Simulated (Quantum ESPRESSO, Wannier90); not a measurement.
## YSF (P4/nmm), plane waves to Wannier functions

```xyz
6
Lattice="3.7730 0.0000 0.0000 0.0000 3.7730 0.0000 0.0000 0.0000 6.8267" Properties=species:S:1:pos:R:3 pbc="T T T"
Y      0.0000     1.8865     1.5512
Y      1.8865     0.0000    -1.5512
S      0.0000     1.8865    -2.4196
S      1.8865     0.0000     2.4196
F      0.0000     0.0000     0.0000
F      1.8865     1.8865     0.0000
```

Structure: Materials Project mp-10086, symmetrised, not relaxed again. Not found in the COD (Crystallography Open Database) copy used, which has the formula in other groups; not checked further. Level: PBEsol, spinors with spin-orbit coupling; pw.x of Quantum ESPRESSO at 68 Ry with PseudoDojo potentials, 4×4×4 k-points, Wannier90. Density: 8×8×6 mesh, Gaussian smearing 0.01 Ry.

A tight-binding model is made by disentanglement and projection with no localisation steps (num_iter = 0), so the 44 orbitals stay atom-like: hydrogen-like Y: d; S: p; F: p, axes along x, y, z; frozen window up to 2.67 eV relative to the valence-band maximum. It follows pw.x to 18 meV rms for states up to 2.2 eV relative to the valence-band maximum. Matrix elements depend on this choice of orbitals and windows.

Problem. What are the on-site energies relative to the valence-band maximum, and how fast do the hoppings decay?

Solution. 
| atom | orbitals | energy (eV) |
|---|---|---|
| Y1 | dz2↑ dz2↓ | 4.53 |
| Y1 | dxz↑ dxz↓ dyz↑ dyz↓ | 4.93 |
| Y1 | dx2-y2↑ dx2-y2↓ | 4.22 |
| Y1 | dxy↑ dxy↓ | 4.76 |
| Y2 | dz2↑ dz2↓ | 4.53 |
| Y2 | dxz↑ dxz↓ dyz↑ dyz↓ | 4.93 |
| Y2 | dx2-y2↑ dx2-y2↓ | 4.22 |
| Y2 | dxy↑ dxy↓ | 4.76 |
| S3 | pz↑ pz↓ | -0.80 |
| S3 | px↑ px↓ py↑ py↓ | -0.97 |
| S4 | pz↑ pz↓ | -0.80 |
| S4 | px↑ px↓ py↑ py↓ | -0.97 |
| F5 | pz↑ pz↓ | -5.39 |
| F5 | px↑ px↓ py↑ py↓ | -5.25 |
| F6 | pz↑ pz↓ | -5.39 |
| F6 | px↑ px↓ py↑ py↓ | -5.25 |

```
distance of the centres (Å)  largest modulus (eV)
---------------------------  --------------------
2–3                                           1.7
3–4                                          0.51
4–5                                         0.092
5–6                                         0.081
6–7                                         0.040
```
